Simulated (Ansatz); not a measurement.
# Notes on SrSi2Pd2

```
CELL_PARAMETERS angstrom
-2.15422 2.15422 4.93622
2.15422 -2.15422 4.93622
2.15422 2.15422 -4.93622
ATOMIC_POSITIONS crystal
Si 0.37500 0.37500 0.00000
Si 0.62500 0.62500 0.00000
Sr 0.00000 0.00000 0.00000
Pd 0.75000 0.25000 0.50000
Pd 0.25000 0.75000 0.50000
```

The numbers come from plane-wave PAW DFT (Ansatz): r2SCAN, no spin polarisation, 500 eV, 11×11×11 Γ-centred k points, gaussian occupations (width 0.151 eV). Nothing was relaxed.

Problem. Is there a gap?

Solution. It is a metal, with about 2.7 states/eV a cell as the mean within 0.25 eV of the Fermi level, mostly Si p (53 %) and Pd d (27 %).

Problem. Which element gives electrons and which takes them?

Solution. Bader charges in e: Sr +1.39, Si +0.06, Pd -0.75. In the mean Sr gives up most and Pd takes most.

Problem. Is the cell too large or too small?

Solution. The pressure is 0.8 GPa (compression positive), so with the atoms held at these fractions the cell would first expand.

Problem. Is it stable against the elements?

Solution. -0.77 eV an atom against the elements' usual phases (free molecules for gases, crystals otherwise, with no correction for O₂ or N₂), so it is bound against them; other compounds may still compete. Relaxing would lower it.

Problem. Which atom feels the largest force, and which way?

Solution. The largest is on Si1 (and as large on other atoms): 0.15 eV/Å, components (0.00, 0.00, -0.15). It makes 180° with the line to a nearest neighbour, Si2 at 2.47 Å, pointing away from it.

Origin: a database entry at a rescaled volume. Caveats: wide smearing.
